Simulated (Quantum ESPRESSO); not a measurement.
# Planted mistakes on one cell of Mo4Se6O2

These are calculations, not measurements. They come from pw.x of Quantum ESPRESSO 7.5, a plane-wave density functional program, with PseudoDojo standard norm-conserving files (v0.5 for PBE, v0.4.1 for LDA and PBEsol). The cells are made up: elements, strain and atom displacements were drawn at random, and nothing was relaxed. There is no spin polarisation, spin-orbit coupling or dispersion term.

The cell has 12 sites of a 2H layered lattice (rectangular cell). Sites 1 to 4 hold Mo Mo Mo Mo; sites 5 to 12 hold Se Se Se O Se O Se Se. Cell vectors in Å: (3.256, -0.013, 0.034); (-0.023, 5.540, 0.001); (0.136, 0.003, 12.785). Settings: PBE, cutoff 1170 eV, 7 x 4 x 2 k mesh shifted by half a step, Fermi-Dirac smearing of 0.025 eV.

The intended run has a self-consistency threshold of 1e-07 eV, a smearing term of 0.000 eV, a pressure of -0.75 GPa and 21 iterations. Each further run changes one thing: all lengths scaled by 1.0156; atoms of sites 7 and 8 exchanged; cutoff 614 eV; files of PBEsol; k mesh 2 x 2 x 2; one electron added; smearing 0.67 eV; threshold 0.1 eV. A coarse mesh keeps the shift, and a charged cell sits in a uniform background.

```
run,change of free energy (eV),smearing term -TS (eV),change of P (GPa),largest change of a force component (eV/Å),iterations
A,0.239,0.000,-5.29,0.902,22
B,172.624,0.000,-580.50,0.119,22
C,-1.137,0.000,-0.80,0.531,20
D,12.552,-0.020,12.38,0.666,26
E,-3.081,-9.111,4.71,0.805,23
F,0.840,0.000,1.38,7.943,23
G,23.579,0.000,-4.68,0.349,22
H,0.065,0.000,1.60,0.298,9
```

A rerun of the intended cell at 1467 eV and k mesh 9 x 6 x 4 moved values by no more than 0.004 eV in the cell's energy, 0.02 GPa in stress and 0.003 eV/Å in force.

Question: which change belongs to which run?

## Worked reading

Run H has the fewest iterations, as a run stopped early does. Run E has the largest smearing term, as wide smearing gives. Run B has a higher energy and the largest fall in pressure, as too small a basis gives. Run A changes the volume by a factor of 1.0475; minus its pressure change over the logarithm of that factor, 114 GPa, is a rough bulk modulus with clamped atoms. Energies from files of another functional, or of a charged cell, have another zero and say nothing on stability; the pressure of a charged cell rests on the program's zero of potential too.

## Key

```
run,change
A,all lengths scaled by 1.0156
B,cutoff 614 eV
C,k mesh 2 x 2 x 2
D,one electron added
E,smearing 0.67 eV
F,atoms of sites 7 and 8 exchanged
G,files of PBEsol
H,threshold 0.1 eV
```